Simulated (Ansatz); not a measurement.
MgCu3H6Cl2O6: field gradients at two levels of theory

Cell: a refined structure from the COD, its atoms then relaxed with PBE in this cell.

```
CELL_PARAMETERS angstrom
6.27330 0.00000 0.00000
-3.13665 5.43284 0.00000
0.00000 0.00000 5.74720
ATOMIC_POSITIONS crystal
Mg 0.00000 0.00000 0.00000
Cu 0.50000 0.00000 0.00000
Cu 0.00000 0.50000 0.00000
Cu 0.50000 0.50000 0.00000
H 0.20190 0.79810 0.32251
H 0.20190 0.40380 0.32251
H 0.59620 0.79810 0.32251
H 0.79810 0.20190 0.67749
H 0.40380 0.20190 0.67749
H 0.79810 0.59620 0.67749
Cl 0.66667 0.33333 0.38159
Cl 0.33333 0.66667 0.61841
O 0.64986 0.82493 0.15865
O 0.17507 0.82493 0.15865
O 0.17507 0.35014 0.15865
O 0.82493 0.64986 0.84135
O 0.82493 0.17507 0.84135
O 0.35014 0.17507 0.84135
```

Sites (sets of like atoms) are named by element and the number of their first atom in this list.

First run. All values are calculated (Ansatz; DFT, PBE, plane waves and PAW, scalar-relativistic, collinear spin, 420 eV cutoff, Γ-centred 4×4×4 k-points, Fermi–Dirac smearing 0.02 eV), not measured. Start moments as typed (μB): 0 1 1 -1 0 0 0 0 0 0 0 0 0 0 0 0 0 0 by atom.

```
site  atom  V_zz (10²¹ V/m²)     η  m (μB)
  Mg     1              1.28  0.01    0.00
 Cu2     2            -10.99  0.07    0.61
 Cu4     4            -11.10  0.09   -0.59
  H5     5              3.54  0.00    0.00
  H6     6              3.54  0.01    0.00
  Cl    11              4.29  0.03    0.00
 O13    13              8.28  0.61    0.00
 O14    14              8.45  0.44    0.07
```

Second run. The same atoms and settings, except that the functional is r2SCAN and the cutoff is 500 eV.

**Question.** Given the first result, estimate the second.

**Answer.** 

```csv
site,atom,V_zz,η,change of V_zz,m (μB)
Mg,1,1.24,0.01,-0.04,0.00
Cu2,2,-12.63,0.12,-1.64,0.68
Cu4,4,-12.76,0.12,-1.66,-0.67
H5,5,3.47,0.00,-0.07,0.00
H6,6,3.47,0.01,-0.07,0.00
Cl,11,3.99,0.02,-0.30,0.00
O13,13,8.99,0.44,+0.71,0.00
O14,14,9.08,0.36,+0.63,0.07
```

The largest change of V_zz is on Cu4, from -11.10 to -12.76. In per cent, |V_zz| changes by -3 on Mg, +15 on Cu, -2 on H, -7 on Cl, +7 to +9 on O (all sites that start above 0.5). Where |V_zz| stays above 0.1, η moves most on O13, from 0.61 to 0.44. The absolute magnetisation of the cell goes from 2.8 to 3.0 μB.

The entry's hydrogen positions were far off; the other atoms hardly move on relaxation. The magnetic order is the one that the run reached from its start moments, not necessarily the measured one.
For the second run: The largest force is 0.5 eV/Å, so the atoms aren't at the calculated equilibrium and relaxing them would move these values. The program didn't check the stability of this electronic state in full, so a lower one may lie near.
